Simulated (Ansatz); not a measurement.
One stationary structure of ZrN. Space group Fm-3m (No. 225), rock salt type. Method: PBEsol (plane waves to 420 eV, PAW, scalar-relativistic; Ansatz, a first-principles code).

```cif
data_N4Zr4
_chemical_formula_sum 'Zr4 N4'
_space_group_name_H-M_alt 'Fm-3m'
_space_group_IT_number 225
_space_group_name_Hall '-F 4 2 3'
_cell_length_a 4.55283
_cell_length_b 4.55283
_cell_length_c 4.55283
_cell_angle_alpha 90.000
_cell_angle_beta 90.000
_cell_angle_gamma 90.000
loop_
_atom_site_label
_atom_site_type_symbol
_atom_site_symmetry_multiplicity
_atom_site_Wyckoff_symbol
_atom_site_fract_x
_atom_site_fract_y
_atom_site_fract_z
_atom_site_occupancy
Zr1 Zr 4 a 0.00000 0.00000 0.00000 1
N1 N 4 b 0.50000 0.50000 0.50000 1
```
(The calculation used a cell of 2 atoms; values per cell refer to that cell.)

| Item | Result |
|---|---|
| Volume per atom | 11.80 Å³ |
| Density | 7.41 g/cm³ |
| Band gap | zero (metallic) |
| Shortest distances | N–Zr 2.28 Å; Zr–Zr 3.22 Å; N–N 3.22 Å |
| k-mesh | 18×18×18 |

Band energies at high-symmetry points (eV from the Fermi level; labels of this space group; no spin-orbit coupling), from −5 eV up to 1.3 eV:

```
point                             energies
-----  -----------------------------------
Γ      -2.65 -2.65 -2.65 -0.42 -0.42 -0.42
X                  -4.52 -3.59 -3.13 -3.13
U                        -4.73 -4.49 -0.72
K                        -4.73 -4.49 -0.72
L                                        –
W                    -4.75 -4.75 1.06 1.06
```

No spin polarisation in the result. The relaxed primitive cell holds an odd number of electrons. A magnetic state may lie lower.

The run could not lose the symmetry of its start.

All atoms sit on sites fixed by symmetry, so only the cell could relax.
